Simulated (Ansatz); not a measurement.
# Compressing CuS: a fit and a missing row

CuS, Fm-3m, a = 4.858 Å. The structure is a Materials Project entry; whether it is the stable form wasn't checked. Ansatz: r2SCAN, PAW, 500 eV, Γ-centred 14×14×14 mesh on 2 atoms, Gaussian smearing 0.10 eV; no spin polarisation. Symmetry fixes shape and atoms, so the cell is only scaled; pressure is positive in compression.

```tsv
V (Å³/atom)	P (GPa)
13.474	8.25
13.904	?
14.334	0.01
14.764	-3.18
15.194	-5.87
```

Q: Take V0 = 14.334 Å³/atom, count pressures from its P0 = 0.01 GPa, fit the third-order Birch–Murnaghan form to the other rows, and predict the missing pressure.

A: With the Eulerian strain f = ½[(V0/V)^(2/3) − 1] and y = (P − P0)/[3f(1 + 2f)^(5/2)], the form is the line y = B0 + 1.5 B0 (B0′ − 4) f. Rows (f, y): 0.02106, 117.6; -0.00976, 114.5; -0.01905, 113.4. Means f = -0.002583, y = 115.17; Σ(Δf)² = 0.0008817, ΣΔfΔy = 0.09141; the slope is their ratio. y = 115.4 + 103.7 f GPa, so B0 = 115.4 GPa and B0′ = 4 + 2 × (103.7)/(3 × 115.4) = 4.60. At V = 13.904, f = 0.01026, y = 116.46 and P = 3.78 GPa. The run gave 3.78 GPa, the same to the digits shown.

Spin polarisation was left out, and a magnetic state may lie lower.